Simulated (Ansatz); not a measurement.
# Relaxation of Al₃GaN₄

Method: DFT r2SCAN, scalar-relativistic, plane waves, PAW in Ansatz 0.2.0. (500 eV cutoff, 6×8×4 k-mesh, Gaussian smearing of 0.02 eV, no spin polarisation)

What was changed: strain along c alone, the other axes held, atoms relaxed: -3.0 %.

Command:

```bash
ansatz run input.yaml --threads 2 --pin off --max-ram 5120MiB --backend cpu --events-out ev --progress --plain --runs-dir out
```

Input:

```yaml
crystal:
  lattice:
    - [5.0380821461, 0.0, 9.00999e-05]
    - [0.0, 3.124948827, 0.0]
    - [-0.0031285167, 0.0, 5.2480812294]
  atoms:
    - { symbol: Al, position: [0.4997584767, 0.5, 0.1677264242] }
    - { symbol: Al, position: [8.33482e-05, 0.5, 0.8345686809] }
    - { symbol: Al, position: [0.0004488449, 0.0, 0.3311169942] }
    - { symbol: Ga, position: [0.4985839173, 0.0, 0.6667473252] }
    - { symbol: "N", position: [0.1111385165, 0.0, 0.6677932141] }
    - { symbol: "N", position: [0.1234184275, 0.5, 0.168573398] }
    - { symbol: "N", position: [0.6261063409, 0.5, 0.8391552742] }
    - { symbol: "N", position: [0.6240611278, 0.0, 0.3243196891] }
basis:
  ecutwfc: 500
kpoints:
  mp_grid: { grid: [6, 8, 4] }
hamiltonian:
  xc: r2scan
scf:
  occupations: { method: gaussian, width: 0.02 }
output:
  forces: true
  stress: true
  eigenvalues: true
relax:
  adjacent_minimum: "off"
  f_tol: 0.008
  max_steps: 40
```

F is the free energy.

Steps:

```tsv
step	F − F(1) (eV)	largest force component (eV/Å)
1	0.0000	0.209
2	-0.0031	0.133
3	-0.0057	0.014
4	-0.0057	0.010
5	-0.0057	0.000
```

Relaxed structure:

```xyz
8
Lattice="5.0381 0.0000 0.0001 0.0000 3.1249 0.0000 -0.0031 0.0000 5.2481" Properties=species:S:1:pos:R:3 pbc="T T T"
Al    2.5148    1.5625    0.8829
Al   -0.0054    1.5625    4.3778
Al   -0.0018    0.0000    1.7347
Ga    2.5049    0.0000    3.5024
N     0.5602    0.0000    3.5133
N     0.6253    1.5625    0.8932
N     3.1555    1.5625    4.3951
N     3.1465    0.0000    1.6932
```

The structure is monoclinic, space group Pm (No. 6). The conventional cell has a = 5.038 Å, b = 3.125 Å, c = 5.248 Å, α = 90.00°, β = 90.03°, γ = 90.00°. Al (site symmetry m) is surrounded by 4 N at 1.85 to 1.89 Å. Around Al (site symmetry m) lie 4 N at 1.87 to 1.88 Å. Around Al (site symmetry m) lie 4 N at 1.87 to 1.89 Å. Ga (site symmetry m) is surrounded by 4 N at 1.91 to 1.94 Å. N (site symmetry m) has 3 Al at 1.87 Å and 1 Ga at 1.94 Å as nearest neighbours. N (site symmetry m) is surrounded by 4 Al at 1.87 to 1.89 Å. Around N (site symmetry m) lie 2 Al at 1.85 to 1.88 Å and 2 Ga at 1.91 Å. Around N (site symmetry m) lie 3 Al at 1.87 to 1.89 Å and 1 Ga at 1.92 Å.

The run converged. The run took 37 s on 2 threads of Intel(R) Xeon(R) 6975P-C (Granite Rapids) (shared host), peak memory 0.64 GiB.